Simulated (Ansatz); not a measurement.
# Band table of MgAu

```
CELL_PARAMETERS angstrom
3.25900 0.00000 0.00000
0.00000 3.25900 0.00000
0.00000 0.00000 3.25900
ATOMIC_POSITIONS crystal
Mg 0.50000 0.50000 0.50000
Au 0.00000 0.00000 0.00000
```

Atom numbers follow the list: Mg1, Au2.

The geometry is COD entry 9008804, unchecked; take it as a test cell.

No spin–orbit coupling, which matters for the heavy atoms here.

All numbers below come from DFT, LDA, all-electron LAPW, scalar-relativistic in Ansatz 0.2.0.

Settings: a Γ-centred 13×13×13 k mesh, Fermi–Dirac smearing of 0.05 eV, basis error target 0.25 meV/atom, no spin polarisation.

Path points, in fractions of the reciprocal vectors: Γ (0.000, 0.000, 0.000), X (0.000, 0.500, 0.000), M (0.500, 0.500, 0.000), R (0.500, 0.500, 0.500). Levels in eV from the Fermi level; bands 21 to 30, counted from the lowest band of the run. The gap is zero.

```
# k(1/Å) point b21 b22 b23 b24 b25 b26 b27 b28 b29 b30
0.000 Γ -9.14 -5.78 -5.78 -4.00 -4.00 -4.00 5.39 5.39 5.39 9.01
0.069 - -9.12 -5.77 -5.77 -4.01 -4.01 -4.00 5.18 5.41 5.41 8.99
0.138 - -9.06 -5.76 -5.74 -4.04 -4.04 -4.00 4.66 5.50 5.50 8.93
0.207 - -8.96 -5.75 -5.69 -4.09 -4.09 -3.99 3.99 5.64 5.64 8.84
0.275 - -8.82 -5.73 -5.62 -4.15 -4.15 -3.98 3.26 5.82 5.82 8.72
0.344 - -8.64 -5.70 -5.54 -4.22 -4.22 -3.97 2.51 6.05 6.05 8.58
0.413 - -8.43 -5.67 -5.44 -4.29 -4.29 -3.97 1.76 6.32 6.32 8.43
0.482 - -8.20 -5.64 -5.33 -4.37 -4.37 -3.96 1.03 6.62 6.62 8.26
0.551 - -7.95 -5.61 -5.19 -4.45 -4.45 -3.95 0.32 6.95 6.95 8.10
0.620 - -7.69 -5.58 -5.05 -4.52 -4.52 -3.94 -0.35 7.29 7.29 7.95
0.689 - -7.44 -5.55 -4.88 -4.58 -4.58 -3.93 -0.97 7.63 7.63 7.82
0.757 - -7.21 -5.53 -4.70 -4.63 -4.63 -3.92 -1.54 7.71 7.96 7.96
0.826 - -7.02 -5.51 -4.67 -4.67 -4.51 -3.91 -2.03 7.63 8.25 8.25
0.895 - -6.90 -5.50 -4.70 -4.70 -4.34 -3.91 -2.39 7.57 8.46 8.46
0.964 X -6.86 -5.49 -4.70 -4.70 -4.26 -3.91 -2.52 7.56 8.53 8.53
1.033 - -6.84 -5.48 -4.80 -4.70 -4.15 -3.92 -2.52 7.53 8.31 8.57
1.102 - -6.78 -5.46 -4.98 -4.70 -3.95 -3.94 -2.52 7.44 7.77 8.69
1.171 - -6.68 -5.41 -5.18 -4.69 -3.99 -3.69 -2.51 7.08 7.28 8.88
1.239 - -6.55 -5.36 -5.34 -4.68 -4.05 -3.43 -2.50 6.31 7.04 9.14
1.308 - -6.40 -5.54 -5.23 -4.67 -4.12 -3.16 -2.48 5.52 6.72 9.46
1.377 - -6.24 -5.70 -5.09 -4.66 -4.19 -2.89 -2.46 4.72 6.34 9.85
1.446 - -6.09 -5.85 -4.89 -4.65 -4.27 -2.61 -2.43 3.93 5.93 10.29
1.515 - -5.98 -5.96 -4.64 -4.64 -4.34 -2.39 -2.34 3.15 5.51 10.77
1.584 - -6.09 -5.86 -4.62 -4.41 -4.35 -2.34 -2.08 2.39 5.12 11.04
1.653 - -6.19 -5.78 -4.61 -4.47 -4.03 -2.25 -1.83 1.66 4.75 11.34
1.721 - -6.26 -5.72 -4.61 -4.53 -3.72 -2.10 -1.62 0.96 4.44 11.42
1.790 - -6.31 -5.68 -4.60 -4.56 -3.47 -1.87 -1.45 0.30 4.19 11.40
1.859 - -6.34 -5.65 -4.59 -4.59 -3.32 -1.54 -1.34 -0.28 4.04 11.38
1.928 M -6.35 -5.65 -4.59 -4.59 -3.27 -1.30 -1.30 -0.61 3.98 11.38
2.025 - -6.33 -5.66 -4.59 -4.59 -3.36 -1.83 -1.18 -0.12 4.09 11.38
2.123 - -6.28 -5.71 -4.57 -4.56 -3.59 -2.58 -0.87 0.52 4.43 11.32
2.220 - -6.22 -5.77 -4.54 -4.53 -3.87 -3.30 -0.44 1.04 5.00 10.92
2.317 - -6.27 -5.77 -4.51 -4.48 -4.17 -3.90 0.05 1.45 5.75 10.21
2.415 - -6.51 -5.67 -4.46 -4.46 -4.43 -4.35 0.58 1.77 6.62 9.42
2.512 - -6.88 -5.54 -4.73 -4.61 -4.40 -4.37 1.14 2.07 7.46 8.66
2.610 - -7.31 -5.47 -4.97 -4.69 -4.34 -4.30 1.74 2.39 7.95 8.13
2.707 - -7.75 -5.50 -5.18 -4.61 -4.28 -4.24 2.35 2.75 7.31 8.55
2.804 - -8.15 -5.56 -5.37 -4.46 -4.21 -4.17 2.97 3.17 6.74 8.79
2.902 - -8.49 -5.63 -5.51 -4.31 -4.14 -4.12 3.60 3.66 6.27 8.93
2.999 - -8.77 -5.69 -5.63 -4.18 -4.08 -4.07 4.20 4.22 5.89 9.01
3.096 - -8.98 -5.74 -5.71 -4.08 -4.04 -4.03 4.75 4.78 5.61 9.06
3.194 - -9.10 -5.77 -5.76 -4.02 -4.01 -4.01 5.20 5.21 5.44 9.04
3.291 Γ -9.14 -5.78 -5.78 -4.00 -4.00 -4.00 5.39 5.39 5.39 9.01
3.410 - -9.08 -5.76 -5.76 -4.02 -4.02 -4.02 5.22 5.24 5.24 9.19
3.530 - -8.89 -5.70 -5.70 -4.08 -4.07 -4.07 4.83 4.88 4.88 9.66
3.649 - -8.59 -5.60 -5.60 -4.18 -4.16 -4.16 4.40 4.44 4.44 10.27
3.768 - -8.17 -5.47 -5.47 -4.31 -4.28 -4.28 4.00 4.00 4.02 10.83
3.888 - -7.66 -5.30 -5.30 -4.44 -4.43 -4.43 3.60 3.60 3.74 11.03
4.007 - -7.08 -5.13 -5.13 -4.57 -4.57 -4.52 3.25 3.25 3.56 10.59
4.126 - -6.52 -5.05 -5.05 -4.62 -4.62 -4.49 2.97 2.97 3.46 9.81
4.245 - -6.10 -5.16 -5.16 -4.45 -4.45 -4.17 2.74 2.74 3.45 8.83
4.365 - -5.92 -5.34 -5.34 -4.19 -4.19 -3.48 2.55 2.55 3.49 7.69
4.484 - -5.87 -5.51 -5.51 -3.92 -3.92 -2.53 2.38 2.38 3.58 6.66
4.603 - -5.87 -5.66 -5.66 -3.65 -3.65 -1.43 2.23 2.23 3.68 5.75
4.722 - -5.87 -5.77 -5.77 -3.43 -3.43 -0.23 2.11 2.11 3.69 5.01
4.842 - -5.87 -5.85 -5.85 -3.28 -3.28 1.00 2.02 2.02 3.25 4.70
4.961 R -5.87 -5.87 -5.87 -3.22 -3.22 1.99 1.99 1.99 2.48 4.72
5.058 - -5.87 -5.86 -5.85 -3.28 -3.24 1.27 1.87 2.08 3.14 4.69
5.156 - -5.88 -5.82 -5.78 -3.43 -3.30 0.38 1.53 2.35 3.81 4.70
5.253 - -5.89 -5.76 -5.68 -3.64 -3.42 -0.43 1.05 2.77 4.24 4.86
5.350 - -5.90 -5.67 -5.54 -3.89 -3.62 -1.12 0.49 3.29 4.53 5.16
5.448 - -5.89 -5.57 -5.39 -4.15 -3.90 -1.63 -0.10 3.89 4.75 5.57
5.545 - -5.87 -5.45 -5.26 -4.41 -4.24 -1.97 -0.69 4.55 4.98 6.08
5.643 - -5.82 -5.32 -5.27 -4.65 -4.48 -2.19 -1.26 5.23 5.25 6.52
5.740 - -5.74 -5.53 -5.19 -4.87 -4.47 -2.32 -1.82 5.58 5.92 6.66
5.837 - -5.88 -5.64 -5.07 -5.06 -4.34 -2.40 -2.34 6.00 6.59 6.82
5.935 - -6.22 -5.49 -5.21 -4.95 -4.20 -2.84 -2.46 6.50 7.00 7.21
6.032 - -6.49 -5.33 -5.31 -4.85 -4.08 -3.29 -2.49 7.07 7.19 7.75
6.129 - -6.70 -5.42 -5.09 -4.77 -3.99 -3.71 -2.51 7.37 7.70 8.17
6.227 - -6.82 -5.48 -4.86 -4.72 -4.07 -3.93 -2.52 7.51 8.27 8.44
6.324 X -6.86 -5.49 -4.70 -4.70 -4.26 -3.91 -2.52 7.56 8.53 8.53
7.687 R -5.87 -5.87 -5.87 -3.22 -3.22 1.99 1.99 1.99 2.48 4.72
7.756 - -5.88 -5.86 -5.86 -3.26 -3.22 1.60 1.93 1.93 2.95 4.69
7.825 - -5.90 -5.83 -5.83 -3.37 -3.23 1.12 1.76 1.76 3.67 4.63
7.894 - -5.93 -5.77 -5.77 -3.54 -3.23 0.71 1.51 1.51 4.47 4.54
7.963 - -5.97 -5.69 -5.69 -3.76 -3.23 0.38 1.21 1.21 4.45 5.32
8.032 - -6.02 -5.60 -5.60 -4.01 -3.24 0.12 0.88 0.88 4.36 6.23
8.101 - -6.07 -5.48 -5.48 -4.29 -3.24 -0.08 0.54 0.54 4.28 7.18
8.169 - -6.12 -5.35 -5.35 -4.56 -3.24 -0.23 0.20 0.20 4.21 8.16
8.238 - -6.18 -5.21 -5.21 -4.83 -3.25 -0.35 -0.13 -0.13 4.15 8.66
8.307 - -6.22 -5.07 -5.07 -5.06 -3.25 -0.44 -0.44 -0.44 4.10 9.19
8.376 - -6.27 -5.27 -4.93 -4.93 -3.26 -0.72 -0.72 -0.50 4.06 9.74
8.445 - -6.31 -5.43 -4.80 -4.80 -3.26 -0.96 -0.96 -0.55 4.02 10.29
8.514 - -6.33 -5.55 -4.69 -4.69 -3.26 -1.14 -1.14 -0.59 4.00 10.81
8.583 - -6.35 -5.62 -4.62 -4.62 -3.26 -1.26 -1.26 -0.61 3.99 11.21
8.651 M -6.35 -5.65 -4.59 -4.59 -3.27 -1.30 -1.30 -0.61 3.98 11.38
```
